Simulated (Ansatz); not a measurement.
Consider the following.

TaSi:
```cif
data_Si4Ta4
_chemical_formula_sum 'Ta4 Si4'
_space_group_name_H-M_alt 'I41md'
_space_group_IT_number 109
_space_group_name_Hall 'I 4bw -2'
_cell_length_a 3.41303
_cell_length_b 3.41303
_cell_length_c 11.75097
_cell_angle_alpha 90.000
_cell_angle_beta 90.000
_cell_angle_gamma 90.000
loop_
_atom_site_label
_atom_site_type_symbol
_atom_site_symmetry_multiplicity
_atom_site_Wyckoff_symbol
_atom_site_fract_x
_atom_site_fract_y
_atom_site_fract_z
_atom_site_occupancy
Ta1 Ta 4 a 0.00000 0.00000 0.75058 1
Si1 Si 4 a 0.00000 0.00000 0.16542 1
```
(The calculation used a cell of 4 atoms; values per cell refer to that cell.)

This is the PBE-relaxed structure.

### Question
All from PBE (plane waves, PAW; program Ansatz), unless another level is named. Estimate the electronic character.

### Answer
metallic (no gap).

### Question
What about the density of states at the Fermi level?

### Answer
1.0 states/eV per atom (mean over ±0.08 eV).

### Question
Give the formation energy from the elements (no fitted shifts).

### Answer
-148 meV/atom.

Space group I4_1md. A made-up cell: these elements were put on the sites of a structure type; neither database checked (COD, Materials Project) lists it. Its standing as an ambient phase is unchecked. Symmetry was held in the PBE relaxation; its stability against distortions is not shown here. The run is not spin-polarised. The references are the lowest solids computed at this level, not always the standard phases. Scalar-relativistic: spin–orbit coupling is off unless named, which matters more the heavier the elements.

Potentials: the later of the program's two PAW sets.
